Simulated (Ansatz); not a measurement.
In2TeO2:
```xyz
5
Lattice="3.7973 0.0000 0.0000 -1.8986 3.2885 0.0000 0.0000 0.0000 7.0394" Properties=species:S:1:pos:R:3 pbc="T T T"
In     1.8986     1.0962     5.6814
In     0.0000     2.1924     1.3579
Te     0.0000     0.0000     3.5197
O      1.8986     1.0962     0.8418
O      0.0000     2.1924     6.1976
```

Relaxed with r²SCAN. Special points in fractions of this cell's reciprocal vectors: Γ (0.000, 0.000, 0.000); M (0.500, 0.000, 0.000); K (0.333, 0.333, 0.000); A (0.000, 0.000, 0.500); L (0.500, 0.000, 0.500); H (0.333, 0.333, 0.500).

**Question.** List the band energies nearest the Fermi level at these points for plane-wave PAW r²SCAN (Ansatz code).

**Answer.** In eV from the Fermi level; about four levels below and three above (degenerate sets whole), none deeper than 8.9 eV; points with the same levels are listed once.

| k | below | above |
|---|---|---|
| Γ | -3.46 -3.46 -2.64 -1.46 | 0.28 0.28 3.29 |
| M | -2.91 -2.38 -0.84 -0.41 | 2.84 3.91 5.25 |
| K | -4.93 -4.93 -2.56 -2.56 -1.61 | 1.63 1.63 4.64 |
| A | -4.41 -4.41 -3.46 -3.46 | 0.28 0.28 1.08 |
| L | -3.95 -1.79 -0.85 -0.19 | 2.63 3.86 5.02 |
| H | -3.84 -3.84 -3.70 -3.70 -1.86 | 1.54 1.54 5.30 |

Space group P-3m1. The start of the workflow was typed in or built on a structure type; neither database checked (COD, Materials Project) lists it. Whether it is the stable phase at ambient conditions was not checked. The cell was relaxed with r²SCAN under the symmetry of its start; its stability against distortions is not shown here. Spin–orbit coupling is left out wherever it is not named.

Potentials: the earlier of the program's two PAW sets.
